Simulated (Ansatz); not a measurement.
**Profile along the O–Ni line in NiO (rock salt)**

NiO (rock salt)

```xyz
2
Lattice="0.0000 2.0943 2.0943 2.0943 0.0000 2.0943 2.0943 2.0943 0.0000" Properties=species:S:1:pos:R:3 pbc="T T T"
O      0.0000     0.0000     0.0000
Ni     2.0943     2.0943     2.0943
```

Fields along a shortest O–Ni line of a {100} plane (2.09 Å), from O to Ni, interpolated on the slice's grid (step about 0.1 Å). These are r2SCAN (plane waves to 500 eV, PAW, scalar-relativistic; Ansatz, an electronic-structure program) values and carry that method's errors. k mesh 13×13×13. These are valence fields of a PAW run, semicore shells included where kept as valence: close to a nucleus they are smooth pseudo fields. NiO is run spin-polarised and with no Hubbard U; the real compound is an antiferromagnetic insulator, a state that this run doesn't describe. NiO was relaxed with its symmetry unable to fall. Relaxed NiO ends ferromagnetic. Other magnetic orders were not checked, so this need not be the ground state.

```
distance from O (Å)  valence electron density (e/Å³)  spin density, up minus down (e/Å³)  electron localisation function  ELF of the up spins  ELF of the down spins
-------------------  -------------------------------  ----------------------------------  ------------------------------  -------------------  ---------------------
0.00                                            7.55                                0.53                               x                    x                      x
0.10                                            7.36                                0.52                               x                    x                      x
0.21                                            6.72                                0.47                               x                    x                      x
0.31                                            5.60                                0.38                               x                    x                      x
0.42                                            4.18                                0.27                            0.75                 0.76                   0.75
0.52                                            2.79                                0.15                            0.81                 0.81                   0.81
0.63                                            1.74                                0.07                            0.82                 0.82                   0.83
0.73                                            1.11                                0.03                            0.79                 0.76                   0.82
0.84                                            0.74                                0.01                            0.65                 0.55                   0.76
0.94                                            0.53                                0.01                            0.37                 0.27                   0.55
1.04                                            0.43                                0.04                            0.15                 0.11                   0.22
1.15                                            0.44                                0.09                            0.08                 0.10                   0.05
1.25                                            0.64                                0.21                            0.08                 0.15                   0.02
1.36                                            1.24                                0.46                            0.12                 0.23                   0.03
1.46                                            2.66                                0.91                            0.19                 0.29                   0.08
1.57                                            5.86                                1.63                            0.28                 0.35                   0.20
1.67                                           12.57                                2.55                            0.39                 0.42                   0.36
1.78                                           24.40                                3.58                               x                    x                      x
1.88                                           40.38                                4.90                               x                    x                      x
1.99                                           55.01                                6.32                               x                    x                      x
2.09                                           61.06                                7.03                               x                    x                      x
```

x: too close to a nucleus for the ELF to mean much.

Density on the O–Ni line (2.09 Å) at its density minimum, 1.1 Å from O: 0.42 e/Å³. ELF at that point: 0.1. Character of the O–Ni contact (rough rule: ELF there above 0.7 covalent, below 0.2 ionic, polar between): closed-shell (ionic).
